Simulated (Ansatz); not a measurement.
## Conduction electrons in LaZn (Pm-3m)

```xyz
2
Lattice="3.6460 0.0000 0.0000 0.0000 3.6460 0.0000 0.0000 0.0000 3.6460" Properties=species:S:1:pos:R:3 pbc="T T T"
La    1.8230    1.8230    1.8230
Zn    0.0000    0.0000    0.0000
```

Unless marked otherwise, the numbers come from LDA, all-electron LAPW in Ansatz 0.2.0, with spin-orbit coupling. k mesh 10×10×10, fine mesh 12×12×12, Fermi-Dirac smearing of 0.080 eV, basis error target 1 meV/atom. The cell was relaxed by PAW under this functional, which moved its volume by -8 % from the database entry's.

Levels and slopes are solved on a 12×12×12 mesh, and each state is taken as quadratic over its cell.

Question: What is the density of states at the Fermi level, and which bare Sommerfeld coefficient follows?

Answer: N(E_F) = 0.958 states/eV/atom (both spins), so γ = (π²/3) k_B² N(E_F) = 2.26 mJ/(mol-atom K²) without electron-phonon or spin-fluctuation enhancement.

Question: What Drude plasma energy and σ/τ do the band velocities give?

Answer: (ħω_p,α)² = (e²/ε₀VN_k) Σ_nkσ (∂E/∂k_α)² δ(E − E_F) gives ħω_p = (5.49, 5.49, 5.49) eV along x, y, z, and σ/τ = ε₀ω_p² = 6.16×10²⁰ Ω⁻¹m⁻¹s⁻¹ along x. Weighted by the density of states, the mean Fermi speed is 0.48×10⁶ m/s; the surface has an area of 15.5 Å⁻² for each spin direction.

Question: Which bands cross the Fermi level, and what do they carry?

Answer: 

| band | filled part | N (states/eV/cell) | speed (10⁶ m/s) | 5th to 95th percentile | area (Å⁻²) | filling |
| --- | --- | --- | --- | --- | --- | --- |
| 1 | 0.99 | 0.095 | 0.487 | 0.21 to 0.71 | 1.56 | nearly full |
| 2 | 0.99 | 0.095 | 0.487 | 0.21 to 0.71 | 1.56 | nearly full |
| 3 | 0.49 | 0.831 | 0.457 | 0.17 to 0.84 | 12.8 | partly filled |
| 4 | 0.49 | 0.831 | 0.457 | 0.17 to 0.84 | 12.8 | partly filled |
| 5 | 0.02 | 0.0314 | 1.07 | 1.02 to 1.14 | 1.14 | nearly empty |
| 6 | 0.02 | 0.0314 | 1.07 | 1.02 to 1.14 | 1.14 | nearly empty |

Question: Map the plane k₃ = 0 of the mesh: how many bands lie under the Fermi level at each point, counted from the least on the plane?

Answer: k₁ runs to the right and k₂ upwards, each from −½ to ½ with 0 in the middle (the axes needn't be at right angles):
```
222222422222
222224442222
222224442222
222224442222
224444444442
244444444444
224444444442
222224442222
222224442222
222224442222
222222422222
022222222222
```

Question: Tabulate the nesting function ξ(q) = Σ δ(ε_k) δ(ε_k+q) on the lines that the mesh holds, over its zone mean.

Answer: The deltas are Gaussians of 0.1 to 0.2 eV, set by mesh and band speed, and are averaged over mesh cells, which smears them further. ξ grows towards q = 0 in any metal, and zigzags from point to point can be the mesh's; no second mesh was run.

| Item | Value |
| --- | --- |
| Fine mesh | 12, 12, 12 |

| line | part | nesting |
| --- | --- | --- |
| Gamma-X | 0.167 | 1.726 |
| Gamma-X | 0.333 | 1.313 |
| Gamma-X | 0.5 | 1.132 |
| Gamma-X | 0.667 | 1.234 |
| Gamma-X | 0.833 | 1.276 |
| Gamma-X | 1 | 1.358 |
| X-M | 0 | 1.358 |
| X-M | 0.167 | 1.162 |
| X-M | 0.333 | 1.048 |
| X-M | 0.5 | 1.005 |
| X-M | 0.667 | 1.062 |
| X-M | 0.833 | 0.972 |
| X-M | 1 | 0.9517 |
| M-Gamma | 0 | 0.9517 |
| M-Gamma | 0.167 | 1.011 |
| M-Gamma | 0.333 | 1.122 |
| M-Gamma | 0.5 | 1.09 |
| M-Gamma | 0.667 | 1.065 |
| M-Gamma | 0.833 | 1.438 |
| Gamma-R | 0.167 | 1.271 |
| Gamma-R | 0.333 | 1.102 |
| Gamma-R | 0.5 | 1.098 |
| Gamma-R | 0.667 | 0.875 |
| Gamma-R | 0.833 | 0.7508 |
| Gamma-R | 1 | 0.7264 |
| R-X | 0 | 0.7264 |
| R-X | 0.167 | 0.7447 |
| R-X | 0.333 | 0.8753 |
| R-X | 0.5 | 0.9851 |
| R-X | 0.667 | 0.9681 |
| R-X | 0.833 | 1.055 |
| R-X | 1 | 1.358 |
| R-M | 0 | 0.7264 |
| R-M | 0.167 | 0.7372 |
| R-M | 0.333 | 0.8059 |
| R-M | 0.5 | 0.7868 |
| R-M | 0.667 | 0.6876 |
| R-M | 0.833 | 0.7624 |
| R-M | 1 | 0.9517 |

Question: What does PAW give for the same cell?

Answer: N(E_F) = 0.958 states/eV/atom and ħω_p,x = 5.49 eV.

Question: And without spin-orbit coupling?

Answer: N(E_F) = 0.973 states/eV/atom and ħω_p,x = 5.43 eV, on a 16×16×16 mesh.

Keep in mind: filled d bands lie too high at this level, so their transitions start too early; these sums move with the mesh, by several per cent and more for small sheets; the frozen-core PAW files of the compared runs were fitted under PBE, their cores solved anew for this functional.
